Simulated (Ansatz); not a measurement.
## Stability checks on a candidate for Sn2SeS3

The cell was found from a structure generator's guess, not taken from experiment.

Theory: DFT PBE, scalar-relativistic, plane waves, PAW (Ansatz). Cutoff 420 eV, Γ-centred 10×10×4 mesh (6-atom cell), Gaussian smearing of 0.10 eV, no spin polarisation.

```xyz
6
Lattice="3.8454 0.0000 0.0000 0.0000 3.8454 0.0000 0.0000 0.0000 9.0270" Properties=species:S:1:pos:R:3 pbc="T T T"
Sn    1.9227    0.0000    6.2348
Sn    0.0000    1.9227    2.7922
Se    1.9227    1.9227    0.0000
S     1.9227    0.0000    3.4646
S     0.0000    1.9227    5.5624
S     0.0000    0.0000    0.0000
```

Energies over the elements count from the elements' standard structures at the same level, with no fitted energy shifts. The references include grey tin.

Task: These tests were run: energy against the elements; phonons at Γ. What do they show?

Result:

```csv
test,result
energy against the elements,−0.13 eV/atom
phonons at Γ,lowest optical mode 16 cm⁻¹
```

It fails none of these tests. Whether a mixture of other phases lies lower isn't tested here. Phonons away from Γ weren't computed.

Weakly bound directions are ill-defined at this level, which has no dispersion term. The reference forms of S and Se are held partly by dispersion forces, which this level lacks. The run for the phonons used a 10×10×4 k mesh and Fermi–Dirac smearing of 0.15 eV.
